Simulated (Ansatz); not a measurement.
BP in space group P6_3/mmc (No. 194; B on 2c, P on 2d), plane-wave PAW r²SCAN+D4 (Ansatz code). The conduction-band minimum lies at M, with 3 equivalent valleys. Second derivatives d²E/dk² of the lowest band at one valley (eV·Å²), along Cartesian directions:

```json
[
 {"direction": "[100]", "d²E/dk²": "1.590"},
 {"direction": "[010]", "d²E/dk²": "45.47"},
 {"direction": "[001]", "d²E/dk²": "7.206"},
 {"direction": "[110]", "d²E/dk²": "23.53"},
 {"direction": "[101]", "d²E/dk²": "4.396"},
 {"direction": "[011]", "d²E/dk²": "26.35"}
]
```

Find the principal effective masses, the density-of-states mass and the conductivity mass.

Off-diagonal terms follow from H_xy = H[110] − (H_xx + H_yy)/2, and m*/mₑ = 7.620 eV·Å² over each eigenvalue: 0.17, 1.1, 4.8. One valley's DOS mass (m₁m₂m₃)^(1/3) = 0.95, conductivity mass 3/(Σ 1/mᵢ) = 0.42 mₑ.

What effective density of states Nc follows at 300 K for parabolic valleys?

Nc = 2.509e19 × 3 × (0.95)^(3/2) ≈ 7.0e19 cm⁻³.

The start of the workflow was typed in or built on a structure type; neither database checked (COD, Materials Project) lists it. It is not the phase usual at ambient conditions (space group No. 216). The cell was relaxed with r²SCAN+D4 under the symmetry of its start; its stability against distortions is not shown here.

Potentials: the later of the program's two PAW sets.

Edges and masses are those of Kohn–Sham bands, whose gap is no quasiparticle gap.
